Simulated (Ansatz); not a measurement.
The cell is COD entry 9008490, as deposited and not checked against the literature; nothing was relaxed.

Cd: DFT, PBEsol, all-electron PAW with datasets made for the crystal, scalar-relativistic (Ansatz 0.2.0).

Command: `ansatz run input.yaml --threads 1 --pin off --max-ram 3072MiB --backend cpu --events-out ev --progress --plain --runs-dir out` The run took 11 s on 1 thread of Arm Neoverse V2, with other jobs on the host, peak memory 0.4 GiB.

```yaml
crystal:
  lattice:
    - [2.9788725081, 0.0, 0.0]
    - [-1.489436254, 2.5797792666, 0.0]
    - [0.0, 0.0, 5.61765]
  atoms:
    - { symbol: Cd, position: [0.3333333333, 0.6666666667, 0.25] }
    - { symbol: Cd, position: [0.6666666667, 0.3333333333, 0.75] }
kpoints:
  mp_grid: { grid: [14, 14, 7] }
  band_path:
    path:
      - [0.0, 0.0, 0.0]
      - [0.5, 0.0, 0.0]
      - [0.3333333333, 0.3333333333, 0.0]
      - [0.0, 0.0, 0.0]
      - [0.0, 0.0, 0.5]
      - [0.5, 0.0, 0.5]
      - [0.3333333333, 0.3333333333, 0.5]
      - [0.0, 0.0, 0.5]
      - [0.5, 0.0, 0.5]
    npoints: 8
scf:
  occupations: { method: fermi_dirac, width: 0.05 }
hamiltonian:
  xc: pbesol
  pseudopotentials: { kind: all_electron, datasets: crystal }
output:
  forces: true
  stress: true
  eigenvalues: true
  efg: { contact_densities: true }
```

Output:

```
hamiltonian.pseudopotentials.datasets: crystal makes datasets for this crystal and solves the spheres of its atoms anew in each pass: cutoff 260.0 eV, the density's 1040.0 eV; for an error of 0.50 meV an atom under PBE, 1.0 meV for the cell; an energy difference from a run of another recipe may be off by several times the error for the cell, under r2SCAN by more, where some 0.1 meV an atom stays at smaller errors; Cd in spheres of 1.376 Å, 12 of its electrons in bands
band count auto-derived: 17 (N_el = 24.0; filled up to band 12; 16 by the electrons, moments and atoms)
Cd: output.efg is read without spin–orbit coupling, which moves field gradients at and beside such atoms by some per cent and up to a factor of two; PAW files take it under magnetization.noncollinear and magnetization.spin_orbit
Engine: ansatz 0.2.0
Pseudopotentials: kind: all_electron
Pseudopotential: Cd, paw, valence charge 12, recommended cutoff 260 eV (normal), Koelling and Harmon's equation, gaussian nucleus
Functional definition: PBEsol
  exchange = pbesol_x
  correlation = pbesol_c
Crystal: 2 atoms, lattice volume = 43.171 Å³
Basis set: ecut = 260 eV, 399 PW (Γ), exchange–correlation on 32×32×60 points (8 copies of the dense FFT grid, shifted against one another)
Bands: 17, of which v1, the nominal top of the filled ones, is band 12 counted from 1 (11 counted from 0)
Symmetry: 24 space group operations
Space group: P63/mmc (ITA 194), of the structure as read, at distance tolerance 3.5e-5 Å
k-points: 96 of 1372
Non-local potential: Cd, projectors of the file, l = 0: 1, l = 1: 1, l = 2: 2
PAW form: soft (Blöchl's): semilocal exchange-correlation on the pseudo side does not see the compensation charge
PAW one-centre angular grid: Cd, 590 points (default); XC on its mesh's 1869 points in the sphere
Initial density: superposition of atomic densities (neutral atoms: chi_scale 0, normalization atom)
Initial wavefunctions: pseudopotential atomic-orbital guess
Functional: x = pbesol(κ = 0.804, μ = 0.12345679012345678), c = pbesol(β = 0.046)
iter 1 solved again at ethr=2.44e-3 eV; its pass at ethr=1.00e-1 eV (dr2=5.87e-1 eV) is discarded
SCF iter   1: F=—  HF=-304330.302057 eV  |F-HF|=—  |Δ(HF+E_count)|=         —  Δρ=3.17e-2  dr2=5.55e-1  ethr=2.44e-3  ⟨swp⟩=3.8  Hψ=9247  notcnv=0
preconditioner: auto → Kerker (q_TF=auto, 2.474 Å⁻¹)  [metal: Δε(μ)=0.044 eV  Ē_g=13.469 eV  σ=0.050 eV  W_gap=0.21  n_scr=10 (ndim 8)  ℏωp=27.7 eV  f_vac=0.000  D(μ)=0.77/eV (n_scr^D=2)]
SCF iter   2: F=—  HF=-304330.173898 eV  |F-HF|=—  |Δ(HF+E_count)|=   1.28e-1  Δρ=1.84e-2  dr2=1.91e-1  ethr=2.31e-3  ⟨swp⟩=2.0  Hψ=3267  notcnv=0  defer=1
iter 3 solved again at ethr=5.25e-5 eV; its pass at ethr=7.95e-4 eV (dr2=1.26e-2 eV) is discarded
SCF iter   3: F=—  HF=-304330.115300 eV  |F-HF|=—  |Δ(HF+E_count)|=   5.86e-2  Δρ=4.91e-3  dr2=1.26e-2  ethr=5.25e-5  ⟨swp⟩=2.0  Hψ=6847  notcnv=0  defer=2
SCF iter   4: F=—  HF=-304330.116091 eV  |F-HF|=—  |Δ(HF+E_count)|=   7.91e-4  Δρ=2.48e-3  dr2=1.48e-3  ethr=5.24e-5  ⟨swp⟩=3.0  Hψ=3644  notcnv=0
SCF iter   5: F=—  HF=-304330.118630 eV  |F-HF|=—  |Δ(HF+E_count)|=   2.54e-3  Δρ=6.44e-4  dr2=1.15e-4  ethr=6.17e-6  ⟨swp⟩=3.0  Hψ=3063  notcnv=0
SCF iter   6: F=—  HF=-304330.118679 eV  |F-HF|=—  |Δ(HF+E_count)|=   4.85e-5  Δρ=1.22e-4  dr2=8.11e-6  ethr=4.78e-7  ⟨swp⟩=2.2  Hψ=3575  notcnv=0  defer=4
SCF iter   7: F=—  HF=-304330.118681 eV  |F-HF|=—  |Δ(HF+E_count)|=   1.95e-6  Δρ=3.71e-5  dr2=7.50e-7  ethr=3.38e-8  ⟨swp⟩=2.6  Hψ=2896  notcnv=0
SCF iter   8: F=-304330.118681 eV  HF=-304330.118681 eV  |F-HF|=1.30e-8  |Δ(HF+E_count)|=   2.52e-8  Δρ=8.33e-6  dr2=3.59e-8  ethr=3.13e-9  ⟨swp⟩=2.2  Hψ=2835  notcnv=0
SCF 1 converged in 8 iterations: F = -304330.118682 eV  dr2 = 3.59e-8
  Residual-converged pass: ⟨swp⟩=3.1  Hψ=3966  notcnv=0  max |occ|·‖R‖ = 5.0e-6 eV (tolerance 5.3e-6 eV)  dr2=3.63e-8  dr2_onsite=8.10e-9  max |Δocc| = 6.1e-9
  greatest PAW one-centre occupation: 0.960 electrons in one spin orbital (limit 2), on the Cd atom at site 0 (counted from 0), in its partial waves of l = 2
NSCF: frozen V_eff on 65 k-points
SCF converged after 8 iterations
Free energy (F): -304330.118682 eV
Harris-Foulkes:  -304330.118682 eV  (|F-HF|=1.30e-8)
Internal energy: -304330.112591 eV  (E = F + TS)
E sigma→0 (E₀):  -304330.115636 eV
Entropy (-TS):   -0.006091 eV (-3.045 meV/atom)
Past the cutoff: the bands carry plane waves up to 1.75 times it, of which those up to 1.5 times it add -0.000259 eV an atom, each by itself; the spheres take 0.000504 eV an atom off the energy for waves past 1.75 times it
By the cutoff:   a pressure is off by up to 0.008 GPa (1.2 times the spheres' own share and the shells' term, over an atom's volume, and 0.004 GPa: a bound that held against runs at twice the plane waves)
Past the cutoffs: a stress includes 0.0003 GPa for waves and charges beyond them, in addition to the slope of what the spheres take
In the spheres:  the bands' charges fall short by 6.6e-8 e at most (sound up to 1e-3)
Fermi energy:    15.670294 eV
--- Per-component energies (eV) ---
  The terms above E_closure are by the made datasets' own strengths, without shells solved beside the bands.
--- Forces (eV/Å), atoms counted from 1 ---
  atom   1  Cd    -0.00000000    -0.00000000     0.00000000
  atom   2  Cd     0.00000000     0.00000000    -0.00000000
  max |Σ_I F_I| component: 9.25e-18 eV/Å
--- Stress (GPa, compression-positive) ---
       -1.360910       0.000000       0.000000
        0.000000      -1.360910       0.000000
        0.000000       0.000000      -1.617641
  P = ⅓ Tr σ = -1.4465 GPa (-14.465 kbar)
--- PAW observables at the nuclei: V_zz in 10²¹ V/m², potentials from the cell's mean, atoms counted from 1 ---
  atom   1  Cd V_zz =    +7.684070   η = 0.0000   by run symmetry: allowed
            electrostatic potential = -7708.185998 V   contact ρ = 1034387.722996 e/Å³
  atom   2  Cd V_zz =    +7.684070   η = 0.0000   by run symmetry: allowed
            electrostatic potential = -7708.185998 V   contact ρ = 1034387.722996 e/Å³
--- Band table (eV; the first three rows and the last of 96) ---
  k-point 0: bands = ["5.8231", "6.0918", "6.4708", "6.4708", "6.5226", "6.5226", "6.7744", "7.0003", "7.0003", "7.2549", "7.2549", "12.5888", "12.6271", "25.9679", "29.3768"]
  k-point 1: bands = ["5.8361", "6.0783", "6.4697", "6.4697", "6.5172", "6.5172", "6.8973", "7.0167", "7.0167", "7.2452", "7.2452", "11.0981", "14.3162", "24.8144", "29.3891"]
  k-point 2: bands = ["5.8729", "6.0405", "6.4694", "6.4694", "6.5034", "6.5034", "7.0598", "7.0598", "7.2168", "7.2168", "7.2653", "9.7995", "16.2069", "22.6883", "29.4250"]
  k-point 95: bands = ["6.2654", "6.2903", "6.4269", "6.4496", "6.6016", "6.6878", "6.8626", "6.8643", "7.2231", "7.2469", "16.0005", "16.1718", "16.9113", "17.1150", "18.0433"]
```
